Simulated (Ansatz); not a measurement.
What DFT gives for B2Br3

```
B Br
1.0
     0.00000    3.71095    0.00000
     7.46199   -1.85548    0.00000
     1.69351    0.00000   -6.87916
B Br
4 6
Direct
  0.09050 0.18100 0.20540
  0.90950 0.81900 0.79460
  0.65866 0.31732 0.68598
  0.34134 0.68268 0.31402
  0.16450 0.32900 0.89020
  0.83550 0.67100 0.10980
  0.17330 0.34660 0.43680
  0.82670 0.65340 0.56320
  0.49590 0.99180 0.74340
  0.50410 0.00820 0.25660
```

The numbers come from plane-wave PAW DFT (Ansatz): PBE, no spin polarisation, 420 eV, 6×6×4 Γ-centred k points, gaussian occupations (width 0.1832 eV). Nothing was relaxed.

Q: Where is the largest force?

A: The largest is on Br7 (and as large on other atoms): 2.15 eV/Å, components (-1.71, 0.00, 1.30). It makes 7° with the line to a nearest neighbour, B1 at 2.28 Å, pointing towards it.

Q: Is the cell too large or too small?

A: The pressure is 8.1 GPa (compression positive), so with the atoms held at these fractions the cell would first expand; the forces are large, so a full relaxation may end otherwise. The principal stresses 6.6, 8.7, 8.9 GPa differ, so its shape would change too.

Q: Metal or insulator?

A: It is a metal, with about 2.8 states/eV a cell as the mean within 0.25 eV of the Fermi level, mostly B s (33 %), Br p (31 %) and B p (23 %).

Q: What do density and ELF say about some of the short contacts?

A: B–Br at 2.24 Å: least valence density 0.53 e/Å³ and ELF 0.75 there. These are pseudo-fields; inside the PAW spheres they differ from the all-electron ones.

Q: Is it stable against the elements?

A: 1.10 eV an atom against the elements' usual phases (free molecules for gases, crystals otherwise, with no correction for O₂ or N₂), so at this geometry it isn't bound against them. Relaxing would lower it.

Origin: a known structure type with other elements, at an estimated volume, so it need not be a known compound. Caveats: many states at the Fermi level without spin polarisation, so a magnetic state may lie lower; atoms or cell far from equilibrium; wide smearing.
